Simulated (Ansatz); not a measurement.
# Structure relaxation, MgSe

The start is a generated trial cell of MgSe in the wurtzite structure type. A full variable-cell relaxation at zero pressure is run with r2SCAN (plane waves to 500 eV, PAW, scalar-relativistic; Ansatz, a first-principles code). The first steps use a 9×9×5 k-mesh.

Starting cell:
```
CELL_PARAMETERS angstrom
      4.20033     0.00000     0.00000
     -2.10017     3.63760     0.00000
      0.00000     0.00000     6.87918
ATOMIC_POSITIONS crystal
  Mg 0.66667 0.33333 0.00000
  Mg 0.33333 0.66667 0.50000
  Se 0.66667 0.33333 0.62520
  Se 0.33333 0.66667 0.12520
```

Problem. Which atoms feel the largest initial force, and how large is it?

Solution. 0.03 eV/Å, on Mg1, Mg2, Se3, Se4 (atoms numbered as listed).

Problem. By how much does the energy per atom fall from start to end?

Solution. 1 meV/atom.

Problem. How do the shortest distances between atoms change?

Solution. The closest pairs of elements (up to four, under 3.6 Å), start → end: Mg–Se 2.57 → 2.57 Å.

Problem. What band gap does the relaxed structure have at this level?

Solution. 3.35 eV, direct at Γ (no spin-orbit coupling).

Problem. Write out the relaxed structure.

Solution. 
```cif
data_Mg2Se2
_chemical_formula_sum 'Mg2 Se2'
_space_group_name_H-M_alt 'P63mc'
_space_group_IT_number 186
_space_group_name_Hall 'P 6c -2c'
_cell_length_a 4.22203
_cell_length_b 4.22203
_cell_length_c 6.81422
_cell_angle_alpha 90.000
_cell_angle_beta 90.000
_cell_angle_gamma 120.000
loop_
_atom_site_label
_atom_site_type_symbol
_atom_site_symmetry_multiplicity
_atom_site_Wyckoff_symbol
_atom_site_fract_x
_atom_site_fract_y
_atom_site_fract_z
_atom_site_occupancy
Mg1 Mg 2 b 0.66667 0.33333 0.00192 1
Se1 Se 2 b 0.33333 0.66667 0.12328 1
```

The space group stays P6₃mc (No. 186) (the run could not lower it); the end is wurtzite type, with 4 atoms in the primitive cell. No spin polarisation in the result.

The run could not lose the symmetry of its start; a randomly shaken copy of 8 atoms returns to this structure.

The first start was generated by placing the elements on the sites of a structure type. Materials Project lists a structure of MgSe in the same space group, P6₃mc (No. 186); the sites were not compared with it, nor with measured phases. Known forms of MgSe include space group No. 225.
